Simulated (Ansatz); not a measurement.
BN (zinc blende, F-43m), plane-wave PAW LDA (Ansatz code), all energies at zero smearing, with the estimated change up to a 700 eV cutoff added, with one set of potentials and settings (totals compare only within such a set). Cell of 2 atoms (1 B, 1 N): -526.477 eV.

| element | reference phase | E (eV/atom) |
|---|---|---|
| B | R-3m, 12 atoms in the cell | -149.7761 |
| N | P4_2/mnm, 4 atoms in the cell | -373.6525 |

Formation energy per atom, worked out: (-526.477 − 1×(-149.7761) − 1×(-373.6525))/2 = -1.524 eV/atom (-147 kJ per mol of atoms), at 0 K, without zero-point energy or fitted corrections.

The LDA relaxation kept the symmetry of its start; phonons on a q-mesh show no instability. The references are the lowest solids computed at this level, not always the standard phases (solids in place of the gases).

Potentials: the earlier of the program's two PAW sets.
